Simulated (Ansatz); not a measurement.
Polymorphs of Si$_{2}$Mo, each relaxed with DFT-PBEsol in the program Ansatz with PAW potentials:

A: MoSi2 or CaC2 type (I4/mmm)
a = b = 3.1903 Å, c = 7.8213 Å, α = β = γ = 90.00°

```csv
atom,site,symmetry,x,y,z
Si,4e,4mm,0.0000,0.0000,0.3351
Mo,2a,4/mmm,0.0000,0.0000,0.0000
```

B: Fddd
a = 4.572 Å, b = 7.962 Å, c = 8.722 Å, α = β = γ = 90.00°

| atom | site | symmetry | x | y | z |
|---|---|---|---|---|---|
| Si | 16f | .2. | 0.0000 | 0.3359 | 0.0000 |
| Mo | 8a | 222 | 0.0000 | 0.0000 | 0.0000 |

Question: Put the candidates in order of energy per atom at 0 K, lowest first, for PBEsol.

Answer: A (+0 meV/atom), B (+79 meV/atom)

Typed or built starts, not in the databases checked: B. Not the usual ambient phase: B. All cells were relaxed under the symmetry of their starts (and spin orders); stability against distortions was not tested throughout. Named crystals with no word on spin ran without spin polarisation. Spin–orbit coupling is left out wherever it is not named.

Energies hold the estimated change up to a 700 eV cutoff; steps of a few meV lie near the error of the meshes.

Potentials: the earlier of the program's two PAW sets. The files were generated under PBE; for other functionals the program regenerates the frozen cores, and for LDA and PBEsol the local potential too.
